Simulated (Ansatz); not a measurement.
TiRh:
```
TiRh
1.0
    3.04448     0.00000     0.00000
    0.00000     3.04448     0.00000
    0.00000     0.00000     3.04448
Ti Rh
1 1
Cartesian
  1.52224   1.52224   1.52224
  0.00000   0.00000   0.00000
```

Relaxed with LDA. Special points in fractions of this cell's reciprocal vectors: Γ (0.000, 0.000, 0.000); X (0.000, 0.500, 0.000); M (0.500, 0.500, 0.000); R (0.500, 0.500, 0.500).

Problem. List the band energies nearest the Fermi level at these points for DFT-LDA in the program Ansatz with PAW potentials.

Solution. In eV from the Fermi level; about four levels below and three above (degenerate sets whole), none deeper than 8.9 eV; points with the same levels are listed once.

| k | below | above |
|---|---|---|
| Γ | -5.67 -5.67 -2.56 -2.56 -2.56 | 0.80 0.80 2.64 2.64 2.64 |
| X | -2.85 -2.85 -1.83 -1.33 | 0.23 0.23 0.61 |
| M | -3.97 -3.97 -0.89 -0.07 | 0.79 0.79 1.23 |
| R | -2.00 -2.00 -2.00 -0.82 -0.82 | 2.56 2.56 8.52 |

Space group Pm-3m (CsCl type). The workflow started from a Materials Project entry (that database holds measured and hypothetical structures alike); the Crystallography Open Database copy checked does not list it. COD files the formula under space group No. 123. Its standing as an ambient phase is unchecked. Symmetry was held in the LDA relaxation. At this level the phase is mechanically unstable. The run is not spin-polarised. Scalar-relativistic: spin–orbit coupling is off unless named, which matters more the heavier the elements.

Potentials: the later of the program's two PAW sets.
